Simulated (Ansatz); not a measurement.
A relaxed structure of CdSe. Space group P6₃mc (No. 186), AFLOW prototype AB_hP8_186_ab_ab (B5, as in SiC). Method: PBEsol (plane waves to 420 eV, PAW, scalar-relativistic; Ansatz, an electronic-structure program).

```cif
data_Cd4Se4
_chemical_formula_sum 'Cd4 Se4'
_space_group_name_H-M_alt 'P 1'
_space_group_IT_number 1
_cell_length_a 4.30202
_cell_length_b 4.30202
_cell_length_c 14.03920
_cell_angle_alpha 90.000
_cell_angle_beta 90.000
_cell_angle_gamma 120.000
loop_
_space_group_symop_operation_xyz
  'x, y, z'
loop_
_atom_site_label
_atom_site_type_symbol
_atom_site_fract_x
_atom_site_fract_y
_atom_site_fract_z
_atom_site_occupancy
Cd1 Cd 0.00000 0.00000 0.00031 1
Cd2 Cd 0.00000 0.00000 0.50031 1
Cd3 Cd 0.66667 0.33333 0.75022 1
Cd4 Cd 0.33333 0.66667 0.25022 1
Se1 Se 0.00000 0.00000 0.81268 1
Se2 Se 0.00000 0.00000 0.31268 1
Se3 Se 0.66667 0.33333 0.56242 1
Se4 Se 0.33333 0.66667 0.06242 1
```

| Property | Value |
|---|---|
| Volume per atom | 28.13 Å³ |
| Band gap | 0.51 eV, direct at Γ (no spin-orbit coupling) |
| Shortest distances | Cd–Se 2.63 Å |
| k-mesh | 9×9×3 |

Band energies at high-symmetry points (eV from the VBM; labels of this space group; no spin-orbit coupling), from −5 eV up to 5.5 eV:

```tsv
point	energies
Γ	-4.44 -2.71 -2.70 -0.77 -0.77 -0.41 -0.41 -0.40 -0.40 -0.02 0.00 0.00 0.51 2.15 2.19 2.33
M	-4.41 -4.26 -3.98 -3.84 -2.42 -2.03 -1.88 -1.36 -1.36 -1.35 -0.94 -0.76 2.45 2.74 3.31 3.65 4.35 4.72
K	-4.15 -4.05 -4.05 -3.85 -2.84 -2.84 -2.06 -2.06 -1.91 -1.47 -1.47 -1.14 3.68 4.15 4.15 4.72 4.72 4.74
A	-3.91 -3.91 -1.26 -1.26 -0.66 -0.66 -0.66 -0.66 -0.13 -0.13 -0.13 -0.13 1.57 1.57 2.25 2.25
L	-4.29 -4.29 -4.00 -4.00 -2.10 -2.10 -1.73 -1.73 -1.27 -1.27 -0.95 -0.95 2.89 2.89 3.33 3.33 4.20 4.20
H	-4.06 -4.06 -4.02 -4.02 -2.73 -2.73 -2.25 -2.25 -1.53 -1.53 -1.35 -1.35 3.84 3.84 4.23 4.23 5.16 5.16
```

No spin polarisation in the result.

The run could not lose the symmetry of its start; a randomly shaken copy of 8 atoms returns to this structure.

The first start was generated by placing the elements on the sites of a structure type. A measured structure of CdSe has the same space group, P6₃mc (No. 186); the sites were not compared with it.
